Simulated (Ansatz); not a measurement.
# An Ansatz input for Si3N4

```yaml
crystal:
  lattice:
    - [7.614, 0.0, 0.0]
    - [-3.807, 6.5939174244, 0.0]
    - [0.0, 0.0, 2.9123]
  atoms:
    - { symbol: Si, position: [0.1799, 0.7733, 0.25] }
    - { symbol: Si, position: [0.4066, 0.1799, 0.75] }
    - { symbol: Si, position: [0.2267, 0.4066, 0.25] }
    - { symbol: Si, position: [0.8201, 0.2267, 0.75] }
    - { symbol: Si, position: [0.5934, 0.8201, 0.25] }
    - { symbol: Si, position: [0.7733, 0.5934, 0.75] }
    - { symbol: "N", position: [0.3333333333, 0.6666666667, 0.25] }
    - { symbol: "N", position: [0.6666666667, 0.3333333333, 0.75] }
    - { symbol: "N", position: [0.3356, 0.033, 0.25] }
    - { symbol: "N", position: [0.3026, 0.3356, 0.75] }
    - { symbol: "N", position: [0.967, 0.3026, 0.25] }
    - { symbol: "N", position: [0.6644, 0.967, 0.75] }
    - { symbol: "N", position: [0.6974, 0.6644, 0.25] }
    - { symbol: "N", position: [0.033, 0.6974, 0.75] }
kpoints:
  mp_grid: { grid: [4, 4, 9] }
scf:
  occupations: { method: fermi_dirac, width: 0.02 }
  initial_density: { chi_scale: 0.3 }
hamiltonian:
  xc: pbe
  pseudopotentials: { kind: nc }
output:
  forces: true
  stress: true
  populations: true
  efg:
    quadrupole_moments_barn: { "N": 0.02044 }
    contact_densities: true
```

```sh
ansatz run input.yaml --threads 1 --pin off --max-ram 2560MiB --backend cpu --events-out ev --progress --plain --runs-dir out
```

**Question.** What happens when this input is run?

**Answer.** The program refused the input. The program says:

```
Error: output.efg without hamiltonian.pseudopotentials.kind: paw|paw_fr|all_electron or hamiltonian.pseudopotentials.kind: all_electron — the all-electron EFG reconstruction needs the PAW one-centre densities; drop the efg request, or set kind: paw (paw_fr under spin-orbit coupling) (under a functional that reads the kinetic-energy density, kind: paw is refused in some combinations and carries risks of its own in the rest: see hamiltonian.xc for the refusals and hamiltonian.pseudopotentials.kind for the risks, both in the input reference; kind: paw is refused beside gw.static_remainder)
```

Against a sound input the change was `hamiltonian.pseudopotentials`: {kind: paw} → {kind: nc}; `scf.initial_density.chi_scale`: not typed → 0.3. The message points to `hamiltonian.pseudopotentials`.

With the sound settings the run converges and gives V_zz (10²¹ V/m²) Si -0.95 (η 0.18), N7 -4.85 (η 0.00), N9 -5.03 (η 0.05); a site carries the number of its first atom in the input. At this cell the principal stresses reach 6 GPa in size with PBE, which can matter for small gradients. The largest force is 0.5 eV/Å, so the atoms aren't at the calculated equilibrium and relaxing them would move these values.
